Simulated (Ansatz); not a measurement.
The relaxed structure here is a generated cell of GaN: the first start was made by a random draw of sites in a space group, and the end was not matched to a known phase here, so it may be hypothetical. Known forms of GaN include space group No. 186, 216.

One stationary structure of GaN. Space group P-4n2 (No. 118). Level of theory: r2SCAN (plane waves to 500 eV, PAW, scalar-relativistic; Ansatz, an electronic-structure program).

```cif
data_Ga4N4
_chemical_formula_sum 'Ga4 N4'
_space_group_name_H-M_alt 'P 1'
_space_group_IT_number 1
_cell_length_a 5.10166
_cell_length_b 5.10166
_cell_length_c 3.08317
_cell_angle_alpha 90.000
_cell_angle_beta 90.000
_cell_angle_gamma 90.000
loop_
_space_group_symop_operation_xyz
  'x, y, z'
loop_
_atom_site_label
_atom_site_type_symbol
_atom_site_fract_x
_atom_site_fract_y
_atom_site_fract_z
_atom_site_occupancy
Ga1 Ga 0.50000 0.50000 0.50000 1
Ga2 Ga 0.00000 0.00000 0.00000 1
Ga3 Ga 0.50000 0.00000 0.75000 1
Ga4 Ga 0.00000 0.50000 0.25000 1
N1 N 0.19760 0.69760 0.75000 1
N2 N 0.80240 0.30240 0.75000 1
N3 N 0.69760 0.80240 0.25000 1
N4 N 0.30240 0.19760 0.25000 1
```

Q: What is the computed band gap (r2SCAN)?

A: 1.61 eV, indirect (valence top at 71 % of the way from M to Γ, conduction bottom at Γ) (no spin-orbit coupling).

Q: Estimate the smallest direct gap that r2SCAN returns for this input.

A: 1.72 eV at Γ.

No spin polarisation in the result.

The run could not lose the symmetry of its start: the end is stationary, and may be a saddle point rather than a minimum.
